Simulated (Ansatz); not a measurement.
Al₂O₃ (corundum)

```yaml
crystal:
  lattice:
    - [2.38690, 1.37808, 4.33817]
    - [-2.38690, 1.37808, 4.33817]
    - [0.00000, -2.75615, 4.33817]
  atoms:
    - { symbol: Al, position: [0.85208, 0.85208, 0.85208] }
    - { symbol: Al, position: [0.64792, 0.64792, 0.64792] }
    - { symbol: Al, position: [0.14792, 0.14792, 0.14792] }
    - { symbol: Al, position: [0.35208, 0.35208, 0.35208] }
    - { symbol: O, position: [0.05585, 0.44415, 0.75000] }
    - { symbol: O, position: [0.75000, 0.05585, 0.44415] }
    - { symbol: O, position: [0.44415, 0.75000, 0.05585] }
    - { symbol: O, position: [0.94415, 0.55585, 0.25000] }
    - { symbol: O, position: [0.25000, 0.94415, 0.55585] }
    - { symbol: O, position: [0.55585, 0.25000, 0.94415] }
```

The slice is a (-1 1 0 4) plane (indices of the conventional cell) through the point (0.944, 0.556, 0.250) (fractional), spanned by u = [1 0 -1] and v = [1 -1 1] in vectors of this cell: u (4.77 Å) and v (7.01 Å, at 90° to u). It covers one period; positions are fractions (u, v).

Level of theory: PBEsol (plane waves to 420 eV, PAW, scalar-relativistic; Ansatz, an electronic-structure program). k mesh 8×8×8. Inside the PAW spheres the values are not all-electron values, and peaks at nuclei hang on which shells count as valence. Al2O3 was relaxed with its symmetry unable to fall.

Sketch the valence electron density on this plane as a map.


```tsv
v \ u	0.00	0.12	0.25	0.38	0.50	0.62	0.75	0.88
0.92	0.3	-0.1	-0.8	-1.0	-0.8	-0.9	-0.9	-0.2
0.83	-0.6	-0.8	-0.9	-0.6	-0.5	-0.8	-1.1	-0.9
0.75	-0.7	-1.2	-1.0	-0.7	-0.7	-0.8	-0.8	-0.6
0.67	-0.5	-0.8	-0.6	-0.7	-0.9	-0.7	-0.3	-0.1
0.58	-0.7	-0.5	0.2	0.2	-0.5	-0.8	-0.3	-0.2
0.50	-1.0	-0.2	0.8	0.7	-0.2	-0.9	-0.7	-0.8
0.42	-1.0	-0.4	0.3	0.1	-0.6	-1.0	-0.8	-0.9
0.33	-0.8	-0.9	-0.6	-0.7	-1.1	-1.0	-0.6	-0.6
0.25	-0.8	-1.2	-1.0	-0.6	-0.7	-0.9	-0.7	-0.7
0.17	-0.6	-0.7	-0.7	-0.2	-0.1	-0.5	-0.9	-0.8
0.08	0.3	-0.1	-0.7	-0.4	-0.2	-0.6	-0.7	-0.1
0.00	0.9	0.3	-0.8	-0.9	-0.7	-0.9	-0.6	0.3
```

Values: log₁₀ of the valence density in e/Å³. The scale is logarithmic, as a density can span decades between atoms and voids.
